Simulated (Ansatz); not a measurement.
A plane-wave DFT run in Ansatz 0.2.0 (scalar-relativistic PAW potentials unless the input names others): input and command.

```yaml
crystal:
  lattice:
    - [4.1269690018, 0.0, 0.0]
    - [0.0, 4.1269690018, 0.0]
    - [0.0, 0.0, 4.1269690018]
  atoms:
    - { symbol: K, position: [0.0, 0.0, 0.0] }
    - { symbol: Zn, position: [0.5, 0.5, 0.5] }
    - { symbol: F, position: [0.0, 0.5, 0.5] }
    - { symbol: F, position: [0.5, 0.0, 0.5] }
    - { symbol: F, position: [0.5, 0.5, 0.0] }
kpoints:
  mp_grid: { grid: [6, 6, 6] }
hamiltonian:
  xc: pbe
scf:
  occupations: { method: gaussian, width: 0.02 }
  mixing: { preconditioner: ldos }
output:
  forces: true
  eigenvalues: true
  stress: true
accuracy: low
```

```bash
ansatz run input.yaml --threads 1 --pin off --max-ram 2560MiB --backend cpu --events-out ev --progress --plain --runs-dir out
```

Abridged log:
```
Basis set: ecut = 420 eV, 1357 PW (Γ), exchange–correlation on 60×60×60 points (8 copies of the dense FFT grid, shifted against one another)
Bands: 26, of which v1, the nominal top of the filled ones, is band 21 counted from 1 (20 counted from 0)
Symmetry: 48 space group operations
k-points: 20 of 216
SCF iter   1: F=—  HF=-7286.309613 eV  |F-HF|=—  |Δ(HF+E_count)|=         —  Δρ=6.19e-4  dr2=1.20e-4  ethr=1.77e-3  ⟨swp⟩=6.5  Hψ=2457  notcnv=0
SCF iter   2: F=—  HF=-7286.310186 eV  |F-HF|=—  |Δ(HF+E_count)|=   5.73e-4  Δρ=5.15e-4  dr2=1.05e-4  ethr=2.85e-7  ⟨swp⟩=2.8  Hψ=1289  notcnv=0  defer=19
SCF iter   3: F=—  HF=-7286.310136 eV  |F-HF|=—  |Δ(HF+E_count)|=   4.98e-5  Δρ=1.69e-4  dr2=9.54e-6  ethr=2.50e-7  ⟨swp⟩=2.0  Hψ=777  notcnv=0
automatic band count: iteration 3 solves 25 bands in place of 26: the levels show a gap, and the empty bands left out lie too high to hold charge; the band table lists the bands solved (type scf.n_extra_bands for more)
SCF iter   4: F=—  HF=-7286.310304 eV  |F-HF|=—  |Δ(HF+E_count)|=   1.69e-4  Δρ=4.25e-5  dr2=6.21e-7  ethr=2.27e-8  ⟨swp⟩=2.0  Hψ=774  notcnv=0
SCF iter   5: F=—  HF=-7286.310304 eV  |F-HF|=—  |Δ(HF+E_count)|=   1.08e-7  Δρ=3.24e-5  dr2=4.61e-7  ethr=1.48e-9  ⟨swp⟩=2.0  Hψ=900  notcnv=0
SCF iter   6: F=-7286.310304 eV  HF=-7286.310304 eV  |F-HF|=1.06e-9  |Δ(HF+E_count)|=   1.40e-7  Δρ=1.84e-6  dr2=9.76e-10  ethr=2.38e-10  ⟨swp⟩=2.1  Hψ=1830  notcnv=0
SCF 1 converged in 6 iterations: F = -7286.310304 eV  dr2 = 9.76e-10
SCF converged after 6 iterations
Free energy (F): -7286.310304 eV
Harris-Foulkes:  -7286.310304 eV  (|F-HF|=1.06e-9)
Internal energy: -7286.310304 eV  (E = F + TS)
E sigma→0 (E₀):  -7286.310304 eV
Fermi energy:    5.245203 eV
--- Forces (eV/Å), atoms counted from 1 ---
  atom   1  K      0.00000000     0.00000000     0.00000000
  atom   2  Zn     0.00000000     0.00000000     0.00000000
  atom   3  F      0.00000000     0.00000000     0.00000000
  atom   4  F      0.00000000     0.00000000     0.00000000
  atom   5  F      0.00000000     0.00000000     0.00000000
--- Stress (GPa, compression-positive) ---
        0.033182       0.000000       0.000000
        0.000000       0.033182       0.000000
        0.000000       0.000000       0.033182
  P = ⅓ Tr σ = 0.0332 GPa (0.332 kbar)
```

Apart from outputs, empty bands and the relaxation, which only the reference makes, the input differs from a reference run on usual settings in scf.mixing.preconditioner: not typed → "ldos"; accuracy: not typed → "low"; basis.ecutwfc: 420 → not typed. The reference, at the same geometry, ended its own course with pressure 0.03 GPa, largest force 0.000 eV/Å, gap on the mesh 3.71 eV. This run converged in 6 SCF iterations with an energy at zero smearing within 0.01 meV/atom of the reference's, pressure 0.03 GPa, largest force 0.000 eV/Å, gap on the mesh 3.71 eV. Its accuracy level is looser than usual, yet energy, pressure and forces hardly moved.

The run took 2.2 s on 1 thread of Arm Neoverse V1, with other jobs on the host, peak memory 0.32 GiB.